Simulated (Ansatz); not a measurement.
# Au: what symmetry allows forces and stress to be

```yaml
crystal:
  lattice:
    - [2.87053, 0.00000, 0.00000]
    - [-1.43527, 2.48596, 0.00000]
    - [0.00000, 0.00000, 5.12322]
  atoms:
    - { symbol: Au, position: [0.33333, 0.66667, 0.69877] }
    - { symbol: Au, position: [0.66667, 0.33333, 0.30123] }
```

Method: DFT PBEsol, scalar-relativistic, plane waves, PAW in Ansatz 0.2.0.

Plane waves to 420 eV, a k mesh through Γ of 15×15×8 on the computed 2-atom cell and Gaussian smearing (0.10 eV); no spin polarisation.

This distorted cell has space group P-3m1, with 12 operations.

Problem. Without a calculation: in which directions can each atom feel a force?

Solution. A force must be left unchanged by every operation that keeps its atom in place, so it lies in the space that those operations leave fixed. Atoms that the group maps onto each other feel forces of one size.
```tsv
atom	site symmetry	operations at the site	equivalent to atom	allowed force (Cartesian)
Au1	3m.	6	1	along (0.00, 0.00, 1.00)
Au2	3m.	6	1	along (0.00, 0.00, 1.00)
```

That leaves 1 independent force component of 6. A relaxation in this cell that keeps the symmetry moves the atoms in these directions alone.

Problem. And the stress tensor?

Solution. It must be invariant under the point group, which leaves 2 independent components: yz, xz, xy vanish; xx = yy.

Problem. Do the computed values obey this?

Solution. Yes. Forces (eV/Å):
```
Au1  0.000  0.000  3.406
Au2  0.000  0.000 -3.406
```

Stress (GPa, compression positive, xx yy zz yz xz xy): 6.73 6.73 15.23 0.00 0.00 0.00. The program imposes the same operations on density, forces and stress, so this confirms the analysis and is no independent test of the calculation.

Spin–orbit coupling is left out, which can shift energies with elements as heavy as these.

This form isn't the element's structure at ambient conditions.